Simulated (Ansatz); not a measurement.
Ansatz input

```yaml
crystal:
  lattice:
    - [4.7618965847, 0.0, 0.0]
    - [0.0, 4.7618965847, 0.0]
    - [0.0, 0.0, 4.7618965847]
  atoms:
    - { symbol: Ru, position: [1.0, 0.0, 0.0] }
    - { symbol: Ru, position: [0.5, 0.5, 0.5] }
    - { symbol: Ru, position: [0.25, 1.0, 0.5] }
    - { symbol: Ru, position: [0.75, 0.0, 0.5] }
    - { symbol: Ru, position: [0.5, 0.25, 0.0] }
    - { symbol: Ru, position: [0.5, 0.75, 0.0] }
    - { symbol: Ru, position: [0.0, 0.5, 0.25] }
    - { symbol: Ru, position: [0.0, 0.5, 0.75] }
hamiltonian:
  xc: lda
  pseudopotentials:
    kind: paw
    azcp:
      Ru: "pseudopotentials/Ru.paw.azcp"
basis:
  ecutwfc: 420
  fft_grid_basis: typed
kpoints:
  mp_grid: { grid: [7, 7, 7], shift: [0, 0, 0] }
magnetization:
  spin_polarized: false
scf:
  occupations: { method: fermi_dirac, width: 0.1 }
```

Terminal output

```
Warning: the record states the generating functional pbe (its physics header spells it `PBE`), which answers neither for hamiltonian.xc's functional nor for the lda family's — results may be inconsistent (PPs are generated against a specific XC)
Engine: ansatz 0.2.0, x86_64-unknown-linux-gnu
Pseudopotentials: kind: paw
Pseudopotential: Ru, paw, valence charge 16, recommended cutoff 420 eV (normal) 
Functional definition: SPW92
  exchange = slater_x
  correlation = pw_c
Crystal: 8 atoms, lattice volume = 107.979 Å³
Basis set: ecut = 420 eV, 2103 PW (Γ)
Bands: 77, of which v1, the nominal top of the filled ones, is band 64 counted from 1 (63 counted from 0)
Symmetry: 48 space group operations
Space group: Pm-3n (ITA 223), of the structure as read, at distance tolerance 4.8e-5 Å
k-points: 20 of 343
Non-local potential: Ru, projectors of the file, l = 0: 3, l = 1: 2, l = 2: 2, l = 3: 1
PAW form: soft (Blöchl's): semilocal exchange-correlation on the pseudo side does not see the compensation charge
PAW frozen core: Ru, regenerated for the run's functional, and the local potential with it (the file was generated under x = pbe(κ = 0.804, μ = 0.2195149727645171), c = pbe(β = 0.06672455060314922))
PAW one-centre angular grid: Ru, 590 points (default); XC on 64 Gauss nodes
Initial density: superposition of atomic densities (neutral atoms: chi_scale 0, normalization atom), corrected by the library's trained network
Initial wavefunctions: pseudopotential atomic-orbital guess
Functional: x = slater, c = lda
SCF iter   1: F=—  HF=-46063.083603 eV  |F-HF|=—  |Δ(HF+E_count)|=         —  Δρ=1.05e-2  dr2=1.04e-1  ethr=1.77e-3  ⟨swp⟩=5.0  Hψ=4732  notcnv=0
SCF iter   2: F=—  HF=-46063.078872 eV  |F-HF|=—  |Δ(HF+E_count)|=   4.73e-3  Δρ=5.00e-3  dr2=2.29e-2  ethr=8.16e-5  ⟨swp⟩=1.1  Hψ=1781  notcnv=0
SCF iter   3: F=—  HF=-46063.077092 eV  |F-HF|=—  |Δ(HF+E_count)|=   1.78e-3  Δρ=5.79e-4  dr2=2.39e-4  ethr=1.79e-5  ⟨swp⟩=1.1  Hψ=1541  notcnv=0
SCF iter   4: F=—  HF=-46063.077061 eV  |F-HF|=—  |Δ(HF+E_count)|=   3.11e-5  Δρ=1.14e-4  dr2=1.26e-5  ethr=1.87e-7  ⟨swp⟩=2.1  Hψ=2574  notcnv=0
SCF iter   5: F=—  HF=-46063.077060 eV  |F-HF|=—  |Δ(HF+E_count)|=   9.99e-7  Δρ=3.83e-5  dr2=1.49e-6  ethr=9.86e-9  ⟨swp⟩=2.0  Hψ=2215  notcnv=0
SCF iter   6: F=-46063.077060 eV  HF=-46063.077060 eV  |F-HF|=5.61e-8  |Δ(HF+E_count)|=   1.01e-7  Δρ=7.54e-6  dr2=8.33e-8  ethr=7.81e-11  ⟨swp⟩=1.7  Hψ=4462  notcnv=0
SCF 1 converged in 6 iterations: F = -46063.077060 eV  dr2 = 8.33e-8
SCF converged after 6 iterations
Free energy (F): -46063.077060 eV
Harris-Foulkes:  -46063.077060 eV  (|F-HF|=5.61e-8)
Internal energy: -46062.741291 eV  (E = F + TS)
E sigma→0 (E₀):  -46062.909175 eV
Entropy (-TS):   -0.335769 eV (-41.971 meV/atom)
Fermi energy:    23.547968 eV
--- Per-component energies (eV) ---
  E_band       = -432.111843
  E_kinetic    = 4124.646948
  E_local      = -10140.642836  (includes V_loc(G=0)·N_el)
  E_nonlocal   = 2794.038740
  E_hartree    = 3252.250688
  E_xc         = -1517.826696
  E_vxc        = -1913.246933  (∫ρ·V_xc dr)
  E_paw        = -26733.220595  (= ΣΔE_a)
  E_vpaw       = -1801.397085  (= ΣTr[D̂ρ^β])
  E_aug_tail   = -0.002014  (compensation charges beyond the density's cutoff)
  E_ewald      = -17846.559005
  E_core_change = 4.573480  (= ΣΔE_core)
  E_smearing   = -0.335769  (= −TS)
  E_closure    = 0.000000  (closes the sum)
  Σ components = -46063.077060   (vs F -46063.077060, Δ=0.00e0)
```
